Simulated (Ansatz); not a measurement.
Input and command of a plane-wave DFT calculation in Ansatz:

```yaml
crystal:
  lattice:
    - [-1.75465, 1.75465, 1.75465]
    - [1.75465, -1.75465, 1.75465]
    - [1.75465, 1.75465, -1.75465]
  atoms:
    - { symbol: Li, position: [0.0, 0.0, 0.0] }
basis:
  ecutwfc: 420
kpoints:
  mp_grid: { grid: [16, 16, 16] }
hamiltonian:
  xc: pbesol
scf:
  occupations: { method: gaussian, width: 0.1 }
output:
  forces: true
  stress: true
  eigenvalues: true
  populations: true
```

```bash
ansatz run input.yaml --threads 1 --pin off --max-ram 2560MiB --backend cpu --events-out ev --progress --plain --runs-dir out
```

Processor: Intel(R) Xeon(R) Processor @ 2.50GHz (Skylake/Cascade Lake), 1 thread, on a host shared with other jobs.

Question: Estimate time, memory and problem size.

Answer: About 3.2 s on 1 thread of Intel(R) Xeon(R) Processor @ 2.50GHz (Skylake/Cascade Lake), on a shared host, peak memory 0.3 GiB. It solves 6 bands at 145 k points (the mesh reduced by symmetry) with about 429 plane waves, in 6 SCF iterations.
